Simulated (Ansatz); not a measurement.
SiO2 (rutile), relaxed with r2SCAN in Ansatz. The symmetry is P4_2/mnm (No. 136, tetragonal); a = 4.185 Å, c = 2.669 Å in the conventional setting, 7.79 Å³ an atom. Si is surrounded by 6 O at 1.76–1.81 Å; O is surrounded by 3 Si at 1.76–1.81 Å.

The axes x, y and z are those of this cell:
```
Si O
1.0
     4.18519    0.00000    0.00000
     0.00000    4.18519    0.00000
     0.00000    0.00000    2.66884
Si O
2 4
Cartesian
  0.0000 0.0000 0.0000
  2.0926 2.0926 1.3344
  1.2811 1.2811 0.0000
  0.8115 3.3737 1.3344
  3.3737 0.8115 1.3344
  2.9041 2.9041 0.0000
```

Unstrained: With PBE the gap is 5.555 eV and direct, at Γ. With r2SCAN the gap is 6.512 eV and direct, at Γ. The HSE06 gap is direct at Γ: 7.661 eV. Meshes: PBE 6×6×10, r2SCAN 6×6×10, HSE06 4×4×6. Strains are changes of length per length. After each strain the atoms were relaxed again with r2SCAN in this cell and within any symmetry left, so distortions that break it or need a larger cell weren't tested; points keep the names that they have in the unstrained zone. No spin polarisation and no zero-point or thermal motion.

(1) For epitaxial -1.0 % in the xy plane, how far does the free direction move, and what happens to the gap?

(2) For epitaxial +4.0 % in the xy plane, how far does the free direction move, and what happens to the gap?

(3) For epitaxial -4.0 % in the xy plane, how far does the free direction move, and what happens to the gap?

(4) For epitaxial -3.0 % in the xy plane, how far does the free direction move, and what happens to the gap?

(5) Apply epitaxial +3.0 % in the xy plane, free normal strain -1.39 %. How far does the gap move, against the unstrained cell?

(6) For epitaxial +2.0 % in the xy plane, how far does the free direction move, and what happens to the gap?

(7) Apply epitaxial +1.0 % in the xy plane, free normal strain -0.50 %. How far does the gap move, against the unstrained cell?

(8) For epitaxial -2.0 % in the xy plane, how far does the free direction move, and what happens to the gap?

(9) Order the strained cells by their HSE06 gap, smallest first.
A. epitaxial +1.0 % in the xy plane
B. epitaxial +3.0 % in the xy plane
C. epitaxial -2.0 % in the xy plane
D. epitaxial +4.0 % in the xy plane
E. epitaxial -4.0 % in the xy plane
F. epitaxial -1.0 % in the xy plane
G. epitaxial +2.0 % in the xy plane
H. epitaxial -3.0 % in the xy plane

## Answers

(1) The normal strain at zero normal stress is +0.53 %, 0.53 of the in-plane strain with the sign turned. PBE: the gap goes from 5.555 to 5.729 eV (+0.173 eV); with r2SCAN the top three valence levels at Γ, grouped 1+2 from the top over 879 meV, become 1+2 over 884 meV. r2SCAN: the gap goes from 6.512 to 6.693 eV (+0.181 eV). HSE06: the gap goes from 7.661 to 7.847 eV (+0.186 eV).

(2) The normal strain at zero normal stress is -1.79 %, 0.45 of the in-plane strain with the sign turned. PBE: the gap goes from 5.555 to 5.007 eV (-0.548 eV); with r2SCAN the top three valence levels at Γ, grouped 1+2 from the top over 879 meV, become 1+2 over 788 meV. r2SCAN: the gap goes from 6.512 to 5.926 eV (-0.586 eV). HSE06: the gap goes from 7.661 to 7.055 eV (-0.605 eV).

(3) The normal strain at zero normal stress is +2.35 %, 0.59 of the in-plane strain with the sign turned. PBE: the gap goes from 5.555 to 6.117 eV (+0.562 eV); with r2SCAN the top three valence levels at Γ, grouped 1+2 from the top over 879 meV, become 1+2 over 847 meV. r2SCAN: the gap goes from 6.512 to 7.045 eV (+0.533 eV). HSE06: the gap goes from 7.661 to 8.098 eV (+0.437 eV).

(4) The normal strain at zero normal stress is +1.70 %, 0.57 of the in-plane strain with the sign turned. PBE: the gap goes from 5.555 to 6.097 eV (+0.542 eV); with r2SCAN the top three valence levels at Γ, grouped 1+2 from the top over 879 meV, become 1+2 over 869 meV. r2SCAN: the gap goes from 6.512 to 7.074 eV (+0.562 eV). HSE06: the gap goes from 7.661 to 8.238 eV (+0.577 eV).

(5) PBE: the gap goes from 5.555 to 5.121 eV (-0.435 eV); with r2SCAN the top three valence levels at Γ, grouped 1+2 from the top over 879 meV, become 1+2 over 819 meV. r2SCAN: the gap goes from 6.512 to 6.049 eV (-0.463 eV). HSE06: the gap goes from 7.661 to 7.184 eV (-0.477 eV). The r2SCAN energy rises by 21.2 meV an atom.

(6) The normal strain at zero normal stress is -0.96 %, 0.48 of the in-plane strain with the sign turned. PBE: the gap goes from 5.555 to 5.250 eV (-0.306 eV); with r2SCAN the top three valence levels at Γ, grouped 1+2 from the top over 879 meV, become 1+2 over 846 meV. r2SCAN: the gap goes from 6.512 to 6.189 eV (-0.323 eV). HSE06: the gap goes from 7.661 to 7.327 eV (-0.334 eV).

(7) PBE: the gap goes from 5.555 to 5.397 eV (-0.159 eV); with r2SCAN the top three valence levels at Γ, grouped 1+2 from the top over 879 meV, become 1+2 over 866 meV. r2SCAN: the gap goes from 6.512 to 6.345 eV (-0.167 eV). HSE06: the gap goes from 7.661 to 7.488 eV (-0.172 eV). The r2SCAN energy rises by 2.6 meV an atom.

(8) The normal strain at zero normal stress is +1.09 %, 0.55 of the in-plane strain with the sign turned. PBE: the gap goes from 5.555 to 5.911 eV (+0.355 eV). r2SCAN: the gap goes from 6.512 to 6.881 eV (+0.369 eV). HSE06: the gap goes from 7.661 to 8.040 eV (+0.380 eV).

(9) D (7.06 eV), B (7.18 eV), G (7.33 eV), A (7.49 eV), F (7.85 eV), C (8.04 eV), E (8.10 eV), H (8.24 eV).

The meshes of the hybrids are coarse, so their gaps aren't converged to the digits shown.

The splittings at Γ are without spin-orbit coupling, which regroups them where it is of like size.
